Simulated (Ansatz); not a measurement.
Problem. Al (simple cubic, Pm-3m) is relaxed with DFT-r²SCAN in the program Ansatz with PAW potentials. What lattice parameters of the conventional cell result?

Solution. a = 2.707 Å.

The start of the workflow was typed in or built on a structure type; neither database checked (COD, Materials Project) lists it. It is not the phase usual at ambient conditions (space group No. 225). The cell was relaxed with r²SCAN under the symmetry of its start. At this level the phase is mechanically unstable.

Potentials: the earlier of the program's two PAW sets.
